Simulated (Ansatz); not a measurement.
Cr2Si2As: reading a single point

```
Si As Cr
1.0
     0.00000    3.86642    0.00000
     3.86642    0.00000    0.00000
     1.93321    1.93321   -5.26642
Si As Cr
2 1 2
Direct
  0.38610 0.38610 0.22780
  0.61390 0.61390 0.77220
  0.00000 0.00000 0.00000
  0.75000 0.25000 0.50000
  0.25000 0.75000 0.50000
```

Method: PBE, no spin polarisation; PAW, plane waves to 420 eV, 9×9×9 Γ-centred mesh, fermi-dirac occupations (width 0.03 eV) (Ansatz 0.2.0), atoms fixed.

Q: What does the stress say?

A: The pressure is -5.3 GPa (compression positive), so with the atoms held at these fractions the cell would first shrink.

Q: How is the charge shared?

A: Bader charges in e: Cr +0.44, Si -0.47, As +0.07. In the mean Cr gives up most and Si takes most.

Q: Is there a gap?

A: It is a metal, with about 6.2 states/eV a cell as the mean within 0.25 eV of the Fermi level, mostly Cr d (74 %) and As p (13 %).

Q: What is the formation energy?

A: 0.47 eV an atom against the elements' usual phases (free molecules for gases, crystals otherwise, with no correction for O₂ or N₂), so at this geometry it isn't bound against them. Relaxing would lower it.

Q: Where is the largest force?

A: The largest is on Si1 (and as large on other atoms): 0.47 eV/Å, components (0.00, 0.00, 0.47). It makes 0° with the line to a nearest neighbour, Si2 at 2.40 Å, pointing towards it.

Origin: a known structure type with other elements, at an estimated volume, so it need not be a known compound. Caveats: no spin polarisation, so a magnetic state may lie lower.
